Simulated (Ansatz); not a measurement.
**Ansatz 0.2.0, relaxation: Ca3As**

input.yaml:

```yaml
crystal:
  lattice:
    - [2.624166, 4.545185, 0.0]
    - [-2.624166, 4.545185, 0.0]
    - [0.0, 0.0, 9.343396]
  atoms:
    - { symbol: As, position: [0.3333, 0.3334, 0.25] }
    - { symbol: As, position: [0.6666, 0.6667, 0.75] }
    - { symbol: Ca, position: [0.0, 0.0, 0.25] }
    - { symbol: Ca, position: [0.0, 0.0, 0.75] }
    - { symbol: Ca, position: [0.3333, 0.3334, 0.597] }
    - { symbol: Ca, position: [0.6666, 0.6667, 0.097] }
    - { symbol: Ca, position: [0.3333, 0.3334, 0.903] }
    - { symbol: Ca, position: [0.6667, 0.6667, 0.403] }
  symmetry: { tolerance: 0.0003 }
kpoints:
  mp_grid: { grid: [8, 8, 4], shift: [0, 0, 0] }
magnetization:
  spin_polarized: false
scf:
  occupations: { method: fermi_dirac, width: 0.0135 }
  lower_state_search: "off"
hamiltonian:
  pseudopotentials: { kind: paw }
  xc: pbe
basis:
  ecutwfc: 420
  fft_grid_basis: typed
relax:
  max_steps: 40
  cell: { p_target: 0.0 }
  f_tol: 0.03
output:
  forces: true
  stress: true
  eigenvalues: true
  bader: true
  populations: true
  elf: true
  write_potential: true
  volumetric_format: npy
  dos:
    e_range: [-12, 8]
    de: 0.05
    projected: { site_lists: { As: [As], Ca: [Ca] } }
  write_density: true
checkpoint:
  read: saved_state
```

The command:

```bash
ansatz run input.yaml --threads 2 --pin off --max-ram 2560MiB --backend cpu --events-out ev --progress --plain --runs-dir out
```

Origin of the cell: a known structure type with other elements, at an estimated volume, so it need not be a known compound.

The saved state is a converged single point of the same cell.

Steps («new basis» is an SCF on plane waves selected anew at the same cell):

```csv
step,ΔF (meV/atom),max force component (eV/Å),P (GPa),volume (Å³),SCF iterations,step was
1,0.0,2.009,2.37,222.88,5,accepted
2,-141.9,0.626,1.67,226.60,7,accepted
3,-168.0,0.160,0.46,236.26,7,accepted
4,-171.1,0.026,0.20,239.88,6,accepted
5,-171.4,0.001,0.00,242.11,7,accepted
6,-171.5,0.001,0.00,242.11,6,new basis
```

Step 1, with forces in eV/Å:

```xyz
8
Lattice="2.624 4.545 0.000 -2.624 4.545 0.000 0.000 0.000 9.343" Properties=species:S:1:pos:R:3:forces:R:3 pbc="T T T" step=1
As    0.000    3.030    2.336    0.000    0.000    0.000
As    0.000    6.060    7.008    0.000    0.000    0.000
Ca    0.000    0.000    2.336    0.000    0.000    0.000
Ca    0.000    0.000    7.008    0.000    0.000    0.000
Ca    0.000    3.030    5.578    0.000    0.000   -2.009
Ca    0.000    6.060    0.906    0.000    0.000   -2.009
Ca    0.000    3.030    8.437    0.000    0.000    2.009
Ca    0.000    6.060    3.765    0.000    0.000    2.009
```

Step 2, with forces in eV/Å:

```xyz
8
Lattice="2.617 4.534 0.000 -2.617 4.534 0.000 0.000 0.000 9.548" Properties=species:S:1:pos:R:3:forces:R:3 pbc="T T T" step=2
As    0.000    3.022    2.387    0.000    0.000    0.000
As    0.000    6.045    7.161    0.000    0.000    0.000
Ca    0.000    0.000    2.387    0.000    0.000    0.000
Ca    0.000    0.000    7.161    0.000    0.000    0.000
Ca    0.000    3.022    5.500    0.000    0.000   -0.626
Ca    0.000    6.045    0.726    0.000    0.000   -0.626
Ca    0.000    3.022    8.821    0.000    0.000    0.626
Ca    0.000    6.045    4.047    0.000    0.000    0.626
```

Step 3, with forces in eV/Å:

```xyz
8
Lattice="2.646 4.583 0.000 -2.646 4.583 0.000 0.000 0.000 9.740" Properties=species:S:1:pos:R:3:forces:R:3 pbc="T T T" step=3
As    0.000    3.056    2.435    0.000    0.000    0.000
As    0.000    6.111    7.305    0.000    0.000    0.000
Ca    0.000    0.000    2.435    0.000    0.000    0.000
Ca    0.000    0.000    7.305    0.000    0.000    0.000
Ca    0.000    3.056    5.516    0.000    0.000   -0.160
Ca    0.000    6.111    0.646    0.000    0.000   -0.160
Ca    0.000    3.056    9.093    0.000    0.000    0.160
Ca    0.000    6.111    4.224    0.000    0.000    0.160
```

Step 4, with forces in eV/Å:

```xyz
8
Lattice="2.671 4.626 0.000 -2.671 4.626 0.000 0.000 0.000 9.709" Properties=species:S:1:pos:R:3:forces:R:3 pbc="T T T" step=4
As    0.000    3.084    2.427    0.000    0.000    0.000
As    0.000    6.168    7.281    0.000    0.000    0.000
Ca    0.000    0.000    2.427    0.000    0.000    0.000
Ca    0.000    0.000    7.281    0.000    0.000    0.000
Ca    0.000    3.084    5.454    0.000    0.000   -0.026
Ca    0.000    6.168    0.600    0.000    0.000   -0.026
Ca    0.000    3.084    9.109    0.000    0.000    0.026
Ca    0.000    6.168    4.255    0.000    0.000    0.026
```

Step 6, with forces in eV/Å:

```xyz
8
Lattice="2.682 4.645 0.000 -2.682 4.645 0.000 0.000 0.000 9.717" Properties=species:S:1:pos:R:3:forces:R:3 pbc="T T T" step=6
As    0.000    3.097    2.429    0.000    0.000    0.000
As    0.000    6.194    7.288    0.000    0.000    0.000
Ca    0.000    0.000    2.429    0.000    0.000    0.000
Ca    0.000    0.000    7.288    0.000    0.000    0.000
Ca    0.000    3.097    5.448    0.000    0.000   -0.001
Ca    0.000    6.194    0.589    0.000    0.000   -0.001
Ca    0.000    3.097    9.128    0.000    0.000    0.001
Ca    0.000    6.194    4.269    0.000    0.000    0.001
```

```yaml
Free_energy_lowered_by: 171.5 meV/atom
Volume_change: 8.63 %
Final_pressure: 0.00 GPa
Relaxation_steps_listed: 6
Gap_on_the_mesh: none (metal)
```

Caveats: the relaxation held the start's symmetry, so the end may be a saddle point.

Time: 44 s of wall time on 2 CPU thread(s) of a shared host, from a saved density.
